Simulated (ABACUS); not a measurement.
A self-consistent single point of ZnS (P6_3mc, 4 atoms in the cell; from Materials Project mp-560588, changed as shown) with ABACUS.

Computed with PBE, numerical atomic orbitals TZP (confined pseudo-atomic orbitals with Gaussian additions; energy shift 0.01 Ry), PseudoDojo 0.5 standard norm-conserving PBE (tails mended) pseudopotentials (ABACUS).

The change in words: lattice vector c scaled by 1.01. Reference geometry (P6_3mc):
```
CELL_PARAMETERS angstrom
      3.71408     0.00000     0.00000
     -1.85704     3.21649     0.00000
      0.00000     0.00000     6.08765
ATOMIC_POSITIONS crystal
  Zn 0.33333 0.66667 0.00014
  Zn 0.66667 0.33333 0.50014
  S  0.33333 0.66667 0.37486
  S  0.66667 0.33333 0.87486
```

Reference input (self-consistent single point, DFT, PBE, numerical atomic orbitals TZP (confined pseudo-atomic orbitals with Gaussian additions; energy shift 0.01 Ry), PseudoDojo 0.5 standard norm-conserving PBE (tails mended) pseudopotentials): basis = TZP numerical atomic orbitals, energy shift 0.01 Ry; KPT = Gamma 6 6 4 0 0 0; basis_type = lcao; ecutwfc = 100 Ry; smearing_method = fixed; potentials = PseudoDojo 0.5 standard norm-conserving PBE (tails mended); symmetry = 1; symmetry_prec = 1e-05; ks_solver = scalapack_gvx; scf_nmax = 100; scf_thr = 1.0e-07; mixing_type = broyden. This run's input differs from it in these lines:

```diff
@@ -35,3 +35,3 @@
   -1.8570400000    3.2164870000    0.0000000000
-   0.0000000000    0.0000000000    6.0876450000
+   0.0000000000    0.0000000000    6.1485210000
 
@@ -43,4 +43,4 @@
 2
-  -0.0000018570    2.1443257388    0.0008522703
-   1.8570418570    1.0721612612    3.0446747703
+  -0.0000018570    2.1443257388    0.0008607929
+   1.8570418570    1.0721612612    3.0751212929
 
@@ -49,4 +49,4 @@
 2
-  -0.0000018570    2.1443257388    2.2820146047
-   1.8570418570    1.0721612612    5.3258371047
+  -0.0000018570    2.1443257388    2.3048345821
+   1.8570418570    1.0721612612    5.3790950821
 # file: KPT
```

Output (repeated stretches shortened):

```
 SELF-CONSISTENT
 -------------------------------------------

                  longest orb rcut (Bohr) = 6.7
   longest nonlocal projector rcut (Bohr) = 1.9
                     search radius (Bohr) = 17.2

                          real space grid = [ 45, 45, 75 ]
                                 init_chg = atomic

 LCAO ALGORITHM --------------- ION=   1  ELEC=   1--------------------------------

 Density error is 0.0462334648131
 E_KohnSham     -880.2857864278      -11976.9025638297
 E_Fermi        0.5829055945         7.9308374811

 LCAO ALGORITHM --------------- ION=   1  ELEC=   2--------------------------------

   [... lines left out ...]

   [... 5 blocks of this kind left out ...]

 LCAO ALGORITHM --------------- ION=   1  ELEC=   8--------------------------------

 Density error is 5.14199721404e-07
 E_KohnSham     -880.3484535819      -11977.7551942030
 E_Fermi        0.6217270292         8.4590301976

 LCAO ALGORITHM --------------- ION=   1  ELEC=   9--------------------------------

 Density error is 8.99815097624e-08
 E_KohnSham     -880.3484535819      -11977.7551942030
 E_KS(sigma->0) -880.3484535819      -11977.7551942030
 E_entropy(-TS) 0.0000000000         0.0000000000
 E_Fermi        0.6217274956         8.4590365431
 charge density convergence is achieved
 final etot is -11977.755194 eV
 EFERMI = 8.4590365431 eV

 STATE ENERGY(eV) AND OCCUPATIONS    NSPIN == 1
   [... 33 lines left out ...]

 TOTAL-FORCE (eV/Angstrom)
                       Zn1         0.0000000000         0.0000000000         0.1493075593
                       Zn2         0.0000000000         0.0000000000         0.1493075593
                        S1         0.0000000000         0.0000000000        -0.1493075593
                        S2         0.0000000000         0.0000000000        -0.1493075593

 TOTAL-STRESS (KBAR)
        90.7577757930         0.0000000000         0.0000000000
         0.0000000000        90.7578114409        -0.0000000000
         0.0000000000        -0.0000000000        74.1177702569
 TOTAL-PRESSURE: 85.211119 KBAR

 --------------------------------------------
 !FINAL_ETOT_IS -11977.7551942030004284 eV
 --------------------------------------------
```

The run converged in 9 iterations. Against the reference run the free energy goes down by 9.7 meV/atom, the pressure goes from 9.62 to 8.52 GPa and the gap on the mesh goes from 2.813 to 2.730 eV.

The atom-centred basis is finite, which shifts total energies, pressures, gaps and forces against plane waves. The structure comes from a collection of computed structures, made at another level of theory; the collection holds predicted forms beside known ones. Its lattice was then scaled.

Cost on one core: around 11 core-seconds (rough).

The atomic orbitals were generated for these runs; they are not ABACUS's published sets and were checked against plane waves on a few crystals only.

“Tails mended”: in these copies of the files the far tail of each local potential was reset to the Coulomb form.
